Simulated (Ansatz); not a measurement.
Al₃Pd₂ (La2O3 or Ni2Al3 type, P-3m1) under volume change, DFT-r²SCAN in the program Ansatz with PAW potentials, shape and atoms relaxed at each volume.

| V (Å³/atom) | E − E(relaxed) (meV/atom) | P (GPa) |
|---|---|---|
| 14.468 | 67.3 | 16.44 |
| 14.945 | 28.2 | 10.03 |
| 15.422 | 6.7 | 4.60 |
| 15.899 | 0.0 | 0.00 |
| 16.375 | 5.9 | -3.89 |
| 16.852 | 22.6 | -7.18 |
| 17.329 | 48.2 | -9.95 |

Q: What does a third-order Birch–Murnaghan fit give for V₀, B₀ and B′?

A: V₀ = 15.90 Å³/atom, B₀ = 141 GPa, B′ = 4.5.

The workflow started from a Materials Project entry (that database holds measured and hypothetical structures alike); the Crystallography Open Database copy checked does not list it. Whether it is the stable phase at ambient conditions was not checked. Symmetry was held in the r²SCAN relaxation; whether a distortion lowers the energy is not shown. No spin polarisation was allowed.

Potentials: the later of the program's two PAW sets.
